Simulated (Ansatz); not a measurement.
Relaxed-ion elastic tensor of Ni (fcc (Cu type), space group No. 225) in GPa (Voigt order), plane-wave PAW PBEsol (Ansatz code); density 9.44 g/cm³, 10.33 Å³ per atom.

```
307  200  200  0.0  0.0  0.0
200  307  200  0.0  0.0  0.0
200  200  307  0.0  0.0  0.0
0.0  0.0  0.0  144  0.0  0.0
0.0  0.0  0.0  0.0  144  0.0
0.0  0.0  0.0  0.0  0.0  144
```

Problem. Is the crystal mechanically stable?

Solution. Yes: the smallest eigenvalue of C is 107 GPa.

Problem. Work out the Voigt, Reuss and Hill averages.

Solution. K_V = 235, K_R = 235, K_H = 235; G_V = 108, G_R = 86.1, G_H = 97.1 GPa.

Problem. Give Young's modulus, Poisson's ratio, Pugh's ratio and the universal anisotropy index.

Solution. E = 9KG/(3K + G) = 256 GPa; ν = 0.32; K/G = 2.42 (ductile by the Pugh limit of 1.75); A_U = 5G_V/G_R + K_V/K_R − 6 = 1.28.

Problem. Estimate the sound speeds and the Debye temperature.

Solution. v_l = √((K + 4G/3)/ρ) = 6220 m/s, v_t = √(G/ρ) = 3210 m/s, mean 3590 m/s; Θ = (h/k)(3n/4πV)^(1/3) v_m = 491 K.

Problem. Give the Zener ratio and Young's modulus along [100], [110] and [111].

Solution. A = 2C44/(C11 − C12) = 2.69; 1/E = S11 − 2(S11 − S12 − S44/2)Γ with Γ = 0, 1/4, 1/3 gives 150, 266, 360 GPa.

Space group Fm-3m (fcc (Cu type)). The PBEsol relaxation kept the symmetry of its start. The workflow began spin-polarised and lost its moments. Textbook magnetic order: ferromagnetic. As this level gives no gap, shear constants depend on the k-mesh and smearing (Fermi–Dirac, 0.1 eV here). On the denser mesh and wider smearing of the elastic run this cell carries a stress of 0.6 GPa.

Potentials: the later of the program's two PAW sets.
